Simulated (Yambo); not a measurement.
G0W0@LDA for AlAs (zinc blende, space group F-43m, No. 216) in Yambo. Reference settings: 4×4×4 Γ-centred k mesh, 104 bands and a 10 Ry block in the screening, 104 bands in G with the Bruneval-Gonze terminator, plasmon pole fitted at 27.2 eV. The LDA gap Γ → X on this mesh is 1.32 eV; G0W0 gaps are taken between the same points.

Gap (Γ → X) in eV against the number of bands and the screening block, terminator on:

```json
[
 {"bands (W and G)": "23", "2 Ry": "2.164", "4 Ry": "2.282", "6 Ry": "2.305", "8 Ry": "2.326", "10 Ry": "2.333"},
 {"bands (W and G)": "37", "2 Ry": "2.109", "4 Ry": "2.254", "6 Ry": "2.287", "8 Ry": "2.322", "10 Ry": "2.332"},
 {"bands (W and G)": "56", "2 Ry": "2.096", "4 Ry": "2.261", "6 Ry": "2.304", "8 Ry": "2.351", "10 Ry": "2.367"},
 {"bands (W and G)": "78", "2 Ry": "2.092", "4 Ry": "2.265", "6 Ry": "2.315", "8 Ry": "2.371", "10 Ry": "2.391"},
 {"bands (W and G)": "104", "2 Ry": "2.092", "4 Ry": "2.269", "6 Ry": "2.323", "8 Ry": "2.387", "10 Ry": "2.410"}
]
```

Rough cost of the Yambo step against the reference (shared machines):

```
bands (W and G)  2 Ry  4 Ry  6 Ry  8 Ry  10 Ry
---------------  ----  ----  ----  ----  -----
23                1/6   1/6   1/6   1/5    1/4
37                1/5   1/4   1/4   1/3    1/3
56                1/3   1/3   1/3   1/2     ~1
78                1/2    ~1    ~1    ~1     ~1
104                ~1    ~1    ~1    ~1      1
```

At the largest block the last step in bands moves the gap by 0.019 eV; at the most bands the last step in the block moves it by 0.023 eV.

Spin-orbit splittings are left out.

The standard potential for As keeps a d shell in the valence without the s and p states of that shell. In tests on such compounds this moved G0W0 gaps by up to about 0.9 eV, so absolute quasiparticle energies here are unreliable; differences between settings are what counts.

Geometry relaxed with LDA; primitive cell a = b = c = 3.9764 Å, α = β = γ = 60.00°.
